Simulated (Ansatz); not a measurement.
AgAu:
```xyz
2
Lattice="1.4578 0.8417 4.7218 -1.4578 0.8417 4.7218 0.0000 -1.6833 4.7218" Properties=species:S:1:pos:R:3 pbc="T T T"
Ag     0.0000     0.0000     0.0000
Au     0.0000     0.0000     7.0826
```

Relaxed with r²SCAN.

Problem. Give the Bader charges and basin volumes of the independent atoms, the program Ansatz at the r²SCAN level (PAW).

Solution. 

```
atom  Bader charge (e)  Bader volume (Å³)
----  ----------------  -----------------
Ag1              +0.17               16.2
Au2              -0.17               18.6
```

Space group R-3m. The workflow started from a Materials Project entry (that database holds measured and hypothetical structures alike); the Crystallography Open Database copy checked does not list it. With Ag and Au taken as one species the cell has the higher symmetry Fm-3m, so it may be an ordered model of a mixed-site phase. Whether it is the stable phase at ambient conditions was not checked. The r²SCAN relaxation kept the symmetry of its start; whether a distortion lowers the energy is not shown. No spin polarisation was allowed. Spin–orbit coupling is left out wherever it is not named.

Potentials: the later of the program's two PAW sets.
